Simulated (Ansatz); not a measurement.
La (dhcp (α-La type), P6_3/mmc) under volume change, the program Ansatz at the LDA level (PAW), shape and atoms relaxed at each volume.

| V (Å³/atom) | E − E(relaxed) (meV/atom) | P (GPa) |
|---|---|---|
| 29.258 | 27.1 | 3.19 |
| 30.222 | 11.6 | 1.99 |
| 31.187 | 2.8 | 0.94 |
| 32.151 | 0.0 | 0.00 |
| 33.116 | 2.6 | -0.84 |
| 34.080 | 9.9 | -1.59 |
| 35.045 | 21.5 | -2.25 |

### Question
What does a third-order Birch–Murnaghan fit give for V₀, B₀ and B′?

### Answer
V₀ = 32.15 Å³/atom, B₀ = 29.6 GPa, B′ = 2.9.

The cell was relaxed with LDA under the symmetry of its start. Spin–orbit coupling is left out wherever it is not named.

Potentials: the later of the program's two PAW sets.
